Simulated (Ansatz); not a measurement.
Co (hcp (Mg type)), relaxed with LDA (Ansatz, a program for electronic structure, plane waves, PAW): a = 2.428 Å, b = 2.428 Å, c = 3.918 Å, α = 90.00°, β = 90.00°, γ = 120.00°.

```
Property                                            Value
--------------------------------  -----------------------
spin order, net moment (μB/atom)  ferromagnetic; net 1.51
```

The same phase is relaxed and computed with PBE in the same code. What are the cell and these values now?

a = 2.495 Å, b = 2.495 Å, c = 4.029 Å, α = 90.00°, β = 90.00°, γ = 120.00°.

- spin order, net moment (μB/atom): ferromagnetic; net 1.62

Spin orders computed, not proven ground states: Co, hcp (Mg type) with LDA ferromagnetic; Co, hcp (Mg type) with PBE ferromagnetic. All cells were relaxed under the symmetry of their starts (and spin orders); stability against distortions was not tested throughout.

Potentials: the earlier of the program's two PAW sets. The files were generated under PBE; for other functionals the program regenerates the frozen cores, and for LDA and PBEsol the local potential too.

Ansatz is a plane-wave DFT program.
